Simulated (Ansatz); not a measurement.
The calculation used DFT PBE, scalar-relativistic, plane waves, PAW (Ansatz 0.2.0). Cutoff 420 eV, Γ-centred 10×10×10 mesh (8-atom cell), Gaussian smearing of 0.10 eV, collinear spin.

The zero of energy is the elements' standard structures at the same level; no fitted shifts are applied.

Question: Suggest a trial structure for a cubic metal with formula Al₄CoNi₃, with a formation energy near −0.63 eV/atom, about 12 Å³ per atom and a net moment near 0.1 μB per atom, in a cell of 8 atoms.

Answer: Al₄CoNi₃, space group Im-3m (No. 229). Al is surrounded by 2 Co at 2.50 Å, 6 Ni at 2.50 Å and 6 Al at 2.89 Å; around Co lie 8 Al at 2.50 Å and 6 Ni at 2.89 Å; Ni is surrounded by 8 Al at 2.50 Å, 2 Co at 2.89 Å and 4 Ni at 2.89 Å.

```yaml
crystal:
  lattice:
    - [-2.88677, 2.88677, 2.88677]
    - [2.88677, -2.88677, 2.88677]
    - [2.88677, 2.88677, -2.88677]
  atoms:
    - { symbol: Al, position: [0.00000, 0.50000, 0.00000] }
    - { symbol: Al, position: [0.50000, 0.50000, 0.50000] }
    - { symbol: Al, position: [0.00000, 0.00000, 0.50000] }
    - { symbol: Al, position: [0.50000, 0.00000, 0.00000] }
    - { symbol: Co, position: [0.00000, 0.00000, 0.00000] }
    - { symbol: Ni, position: [0.50000, 0.00000, 0.50000] }
    - { symbol: Ni, position: [0.50000, 0.50000, 0.00000] }
    - { symbol: Ni, position: [0.00000, 0.50000, 0.50000] }
```

The volume per atom is 12.03 Å³, the density is 5.92 g/cm³ and the energy over the elements is −0.63 eV/atom. The gap on the 10×10×10 mesh of the 8-atom cell is 0 eV (a metal), the net moment per atom is 0.12 μB and the moment by site is Co 0.7 μB.

The structure comes from a generated guess, relaxed at this level; another structure or a mixture of phases may lie lower. Other answers may fit too; this one was computed.

Another magnetic order may lie lower. A structure relaxed within its symmetry needn't be a true minimum. Site moments count only spheres around the atoms; the net moment includes the space between them.
